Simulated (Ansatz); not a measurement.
# LaSc: stable or not

The cell was found from a structure generator's guess, not taken from experiment.

All numbers below come from DFT PBE, scalar-relativistic, plane waves, PAW in Ansatz 0.2.0. Plane waves to 420 eV, a 14×14×14 mesh through Γ for the 2-atom cell and 0.10 eV Gaussian smearing; no spin polarisation.

```cif
data_structure
_symmetry_space_group_name_H-M 'Pm-3m'
_symmetry_Int_Tables_number 221
_cell_length_a 3.9480
_cell_length_b 3.9480
_cell_length_c 3.9480
_cell_angle_alpha 90.000
_cell_angle_beta 90.000
_cell_angle_gamma 90.000
_cell_volume 61.54
loop_
_atom_site_label
_atom_site_type_symbol
_atom_site_symmetry_multiplicity
_atom_site_Wyckoff_symbol
_atom_site_fract_x
_atom_site_fract_y
_atom_site_fract_z
_atom_site_occupancy
La1 La 1 a 0.00000 0.00000 0.00000 1
Sc1 Sc 1 b 0.50000 0.50000 0.50000 1
```

Energies over the elements count from the elements' standard structures at the same level, with no fitted energy shifts.

Problem. These tests were run: energy against the elements; phonons at Γ. What do they show?

Solution.

| test | result |
| --- | --- |
| energy against the elements | +0.06 eV/atom |
| phonons at Γ | lowest optical mode 162 cm⁻¹ |

It fails one test: energy against the elements. It may still be a metastable minimum.

The cell is a metal run without spin; a magnetic state may lie lower. The run for the phonons used a 14×14×14 k mesh and Fermi–Dirac smearing of 0.15 eV.
